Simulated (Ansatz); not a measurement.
A generated cell, not matched to a known phase here, of Zr3TiSi8: Pm (No. 6), mP12; a = 7.331 Å, b = 3.652 Å, c = 7.495 Å, α = 90.00°, β = 104.13°, γ = 90.00°. Level of theory: PBE (plane waves to 420 eV, PAW, scalar-relativistic; Ansatz, a first-principles code). Element references, the lowest calculated here: Zr (P6₃/mmc), Ti (P6₃/mmc), Si (Fd-3m).

Task: What formation energy of this Pm form of Zr3TiSi8 from the elements does PBE give?

Result: -0.63 eV/atom.

A lower structure of this composition may exist.

Static energies, no anion corrections, no zero-point energy. Values are rounded to 0.01 eV/atom. Not shown to be the ambient phase of their composition (a lower form may be missing, and a cell relaxed within its start's symmetry can be a saddle point): Zr3TiSi8 (Pm). The compounds carry no spin polarisation.
